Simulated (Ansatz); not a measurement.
Rb$_{2}$AgRhF$_{6}$:
```
CELL_PARAMETERS angstrom
      0.00000     4.33837     4.33837
      4.33837     0.00000     4.33837
      4.33837     4.33837     0.00000
ATOMIC_POSITIONS crystal
  Rb 0.25000 0.25000 0.25000
  Rb 0.75000 0.75000 0.75000
  Ag 0.50000 0.50000 0.50000
  Rh 0.00000 0.00000 0.00000
  F  0.22975 0.22975 0.77025
  F  0.77025 0.77025 0.22975
  F  0.77025 0.22975 0.22975
  F  0.22975 0.77025 0.77025
  F  0.22975 0.77025 0.22975
  F  0.77025 0.22975 0.77025
```

Relaxed with r²SCAN. Special points in fractions of this cell's reciprocal vectors: Γ (0.000, 0.000, 0.000); X (0.500, 0.000, 0.500); U (0.625, 0.250, 0.625); K (0.375, 0.375, 0.750); L (0.500, 0.500, 0.500); W (0.500, 0.250, 0.750).

**Question.** List the band energies nearest the valence-band maximum at these points for r²SCAN with spin–orbit coupling in the plane-wave PAW code Ansatz.

**Answer.** In eV from the valence-band maximum; about four levels below and three above (degenerate sets whole), none deeper than 8.9 eV; points with the same levels are listed once.

| k | below | above |
|---|---|---|
| Γ | -0.24 -0.24 -0.24 -0.24 0.00 0.00 | 3.09 3.09 3.09 3.09 |
| X | -0.27 -0.27 -0.04 -0.04 | 1.88 1.88 3.09 3.09 |
| U | -0.30 -0.30 -0.07 -0.07 | 2.11 2.11 2.85 2.85 |
| L | -0.34 -0.34 -0.12 -0.12 | 2.58 2.58 2.59 2.59 |
| W | -0.29 -0.29 -0.07 -0.07 | 2.19 2.19 2.76 2.76 |

Space group Fm-3m. The first step of the workflow began from a Materials Project structure, measured or hypothetical; the Crystallography Open Database copy checked does not list it. Its standing as an ambient phase is unchecked. The cell was relaxed with r²SCAN under the symmetry of its start; its stability against distortions is not shown here. No spin polarisation was allowed.

Potentials: the later of the program's two PAW sets.
